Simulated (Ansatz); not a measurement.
GaP (zinc blende)

```yaml
crystal:
  lattice:
    - [0.00000, 2.72587, 2.72587]
    - [2.72587, 0.00000, 2.72587]
    - [2.72587, 2.72587, 0.00000]
  atoms:
    - { symbol: P, position: [0.75000, 0.75000, 0.75000] }
    - { symbol: Ga, position: [0.00000, 0.00000, 0.00000] }
```

These are r2SCAN (plane waves to 500 eV, PAW, scalar-relativistic; Ansatz, a quantum-chemistry and plane-wave program) values and carry that method's errors. DFPT wavenumbers on a 8×8×8 k mesh, in cm⁻¹; i marks imaginary ones, q is in fractions of the reciprocal vectors of the cell shown, and the three acoustic modes at Γ are left out. The non-analytic (LO-TO) term is not included, so polar modes at Γ have their transverse values. GaP was relaxed with its symmetry unable to fall. The PAW data are Ansatz's earlier set.

Q: Does any mode at Γ, L = (0.5, 0.0, 0.0), X = (0.5, 0.5, 0.0) come out imaginary?

A: No imaginary mode at these points (lowest 84 cm⁻¹ at L = (0.5, 0.0, 0.0)); other wave vectors were not tested.

Q: List the wavenumbers at Γ, L = (0.5, 0.0, 0.0), X = (0.5, 0.5, 0.0), with degeneracies.

A: 
```json
[
 {"q": "Γ", "wavenumbers (cm⁻¹)": "360 (×3)"},
 {"q": "L = (0.5, 0.0, 0.0)", "wavenumbers (cm⁻¹)": "84 (×2), 234, 358 (×2), 372"},
 {"q": "X = (0.5, 0.5, 0.0)", "wavenumbers (cm⁻¹)": "109 (×2), 252, 358 (×2), 369"}
]
```
